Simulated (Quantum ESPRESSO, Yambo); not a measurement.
# Levels of theory for the gap of Ba2ScTaO6

Ba2ScTaO6 (space group Fm-3m, No. 225): one geometry, one set of PBEsol (Quantum ESPRESSO, PseudoDojo norm-conserving, 84 Ry, no spin-orbit coupling) orbitals, self-energies from Yambo (2×2×2 Γ-centred k mesh, bands 3 to 220 and a 7 Ry block in the screening, 220 bands in G with the Bruneval-Gonze terminator, plasmon pole fitted at 27.2 eV).

The geometry is that of Materials Project entry mp-1205823, symmetrised and not relaxed again.

```tsv
level	gap Γ → Γ (eV)	rough Yambo cost
PBEsol (Quantum ESPRESSO)	3.03	–
exchange only (Hartree-Fock self-energy on PBEsol orbitals)	14.28	about 1/8 (6 states)
static COHSEX@PBEsol	5.37	within a factor of two (2 states)
G0W0@PBEsol, plasmon pole	4.81	1 (6 states)
G0W0@PBEsol, multipole fit to 8 frequencies, no terminator	4.86	within a factor of two (2 states)
G0W0@PBEsol, plasmon pole, no terminator	4.85	about 1/5 (2 states, screening reused)
```

Bare exchange has no screening and gives the widest gap; static COHSEX screens it but leaves out the frequency dependence, which G0W0 restores.

Costs are rough ratios of core time on shared machines.

Nearest settings tried, and what they do to the gap: 148 bands in G: +9 meV; 148 bands in W, 148 bands in G: +58 meV; 6 Ry block (283 vectors against 331): -12 meV. Not varied: mesh. So the settings aren't converged at that level. The k mesh is coarse.

Spin-orbit coupling is left out, which matters for elements this heavy: edges can move by tenths of an eV.

The structure is a Materials Project entry; no match was found in the copy of COD used, and its stability was not checked.
